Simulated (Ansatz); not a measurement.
Input:

SiSnO₃:
```cif
data_O3SiSn
_chemical_formula_sum 'Si1 Sn1 O3'
_space_group_name_H-M_alt 'P4mm'
_space_group_IT_number 99
_space_group_name_Hall 'P 4 -2'
_cell_length_a 3.46524
_cell_length_b 3.46524
_cell_length_c 4.73609
_cell_angle_alpha 90.000
_cell_angle_beta 90.000
_cell_angle_gamma 90.000
loop_
_atom_site_label
_atom_site_type_symbol
_atom_site_symmetry_multiplicity
_atom_site_Wyckoff_symbol
_atom_site_fract_x
_atom_site_fract_y
_atom_site_fract_z
_atom_site_occupancy
Si1 Si 1 b 0.50000 0.50000 0.49121 1
Sn1 Sn 1 a 0.00000 0.00000 0.02104 1
O1 O 1 b 0.50000 0.50000 0.83222 1
O2 O 2 c 0.00000 0.50000 0.38077 1
```

This is the r²SCAN-relaxed structure.

Q: All from the program Ansatz at the r²SCAN level (PAW), unless another level is named. Give the formation energy from the elements (no fitted shifts).

A: -1.93 eV/atom.

Q: Predict the electron effective mass with spin–orbit coupling.

A: 0.39, 0.39, 0.87 mₑ (principal values).

Q: Predict the conduction-band minimum.

A: at Γ.

The cell is a constructed one: a structure type filled with these elements; neither database checked (COD, Materials Project) lists it. Its standing as an ambient phase is unchecked. The cell was relaxed with r²SCAN under the symmetry of its start; whether a distortion lowers the energy is not shown. The references are the lowest solids computed at this level, not always the standard phases (solids in place of the gases). Spin–orbit coupling is left out wherever it is not named.

Potentials: the earlier of the program's two PAW sets.

Edges and masses are those of Kohn–Sham bands, whose gap is no quasiparticle gap.
